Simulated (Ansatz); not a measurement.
PdSeO$_{3}$:
```
PdSeO3
1.0
    3.44379     3.44259     0.00000
   -3.44379     3.44259     0.00000
   -3.29908     0.00000     5.90901
Pd Se O
2 2 6
Direct
  0.00000   0.50000   0.00000
  0.50000   0.00000   0.00000
  0.32612   0.67388   0.63116
  0.67388   0.32612   0.36884
  0.57098   0.03322   0.29504
  0.42902   0.96678   0.70496
  0.03322   0.57098   0.70496
  0.96678   0.42902   0.29504
  0.39120   0.60880   0.13850
  0.60880   0.39120   0.86150
```

Relaxed with LDA.

### Question
Map the electron localisation function on the plane through (0.326, 0.674, 0.631) spanned by u = [1, -1, 1] and v = [-1, 1, 1] in lattice vectors, from LDA in the plane-wave PAW code Ansatz.

### Answer
x is the fraction of u, y of v (the angle between them is 91°; rows are the nearest grid lines); atoms in the plane: Se at (0.00, 0.00), Se at (0.50, 0.50), Se at (0.04, 0.69), Se at (0.54, 0.20), O at (0.29, 0.22), O at (0.79, 0.72), O at (0.26, 0.97), O at (0.76, 0.47).
```
y \ x   0.000  0.0857  0.171  0.286  0.371  0.457  0.543  0.629  0.714  0.829  0.914   1.00
------  -----  ------  -----  -----  -----  -----  -----  -----  -----  -----  -----  -----
1.00    0.156   0.591  0.776  0.739  0.597  0.052  0.023  0.011  0.014  0.769  0.789  0.156
0.925   0.912   0.441  0.723  0.868  0.411  0.049  0.028  0.009  0.008  0.683  0.940  0.912
0.850   0.038   0.029  0.027  0.059  0.020  0.013  0.012  0.011  0.027  0.028  0.026  0.038
0.775   0.772   0.938  0.884  0.037  0.004  0.018  0.034  0.102  0.736  0.866  0.338  0.772
0.700   0.267   0.473  0.870  0.139  0.008  0.017  0.034  0.192  0.789  0.684  0.642  0.267
0.625   0.480   0.457  0.293  0.019  0.047  0.073  0.068  0.028  0.129  0.224  0.227  0.480
0.550   0.035   0.039  0.024  0.087  0.473  0.548  0.546  0.360  0.598  0.497  0.037  0.035
0.450   0.040   0.021  0.005  0.456  0.932  0.920  0.780  0.512  0.750  0.776  0.173  0.040
0.375   0.018   0.010  0.006  0.011  0.075  0.370  0.172  0.072  0.388  0.200  0.032  0.018
0.300   0.020   0.033  0.169  0.768  0.467  0.220  0.796  0.785  0.129  0.005  0.006  0.020
0.225   0.031   0.063  0.614  0.247  0.765  0.642  0.600  0.914  0.863  0.015  0.011  0.031
0.150   0.035   0.028  0.215  0.778  0.435  0.540  0.475  0.597  0.349  0.012  0.030  0.035
0.0750  0.452   0.343  0.111  0.156  0.031  0.056  0.094  0.076  0.025  0.126  0.337  0.452
0.000   0.156   0.591  0.776  0.739  0.597  0.052  0.023  0.011  0.014  0.769  0.789  0.156
```

The density is the valence pseudo-density with augmentation charge, so density and ELF within about 1 Å of a nucleus are not all-electron values.

Space group C2/m. The workflow started from a Materials Project entry (that database holds measured and hypothetical structures alike); the Crystallography Open Database copy checked does not list it. COD files the formula under space group No. 11. Whether it is the stable phase at ambient conditions was not checked. The LDA relaxation kept the symmetry of its start; its stability against distortions is not shown here. The run is not spin-polarised. A crystal of weakly bound layers computed without a dispersion correction: the cell and the soft elastic constants depend strongly on that.

Potentials: the later of the program's two PAW sets.
